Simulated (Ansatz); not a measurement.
# Ba: trigonal deformation path

Level of theory: DFT LDA, scalar-relativistic, plane waves, PAW in Ansatz. Cutoff 420 eV, Γ-centred 14×14×14 k-points, Gaussian smearing of 0.15 eV. No spin polarisation. Energies are free energies at this smearing, counted from the undisturbed cell; pressure is positive in compression.

Zero of the scan (as given, not relaxed at this level; it stands at -1.1 GPa; this simple cubic form isn't the usual structure):

```yaml
crystal:
  lattice:
    - [3.91772, 0.00000, 0.00000]
    - [0.00000, 3.91772, 0.00000]
    - [0.00000, 0.00000, 3.91772]
  atoms:
    - { symbol: Ba, position: [0.00000, 0.00000, 0.00000] }
```

At fixed volume and fractional coordinates, lengths along (0.577, 0.577, 0.577) are scaled against those across it; ρ is that ratio over its starting value. The cell is metallic on the mesh throughout. At ρ = 0.500 the cell becomes cubic (Im-3m); At ρ = 2.000 the cell becomes cubic (Fm-3m), and there the slope of the energy vanishes by symmetry.

Task: Over the sampled range (0.500 to 2.000), is the undisturbed cell the lowest point?

Result: No: the energy is lower at ρ = 0.500, -298.1 in ΔE (meV/atom).

The scan:

| ρ | ΔE (meV/atom) |
| --- | --- |
| 0.500 | -298.1 |
| 0.600 | -229.6 |
| 0.710 | -118.3 |
| 0.850 | -29.7 |
| 1.000 | 0.0 |
| 1.410 | -110.7 |
| 2.000 | -287.6 |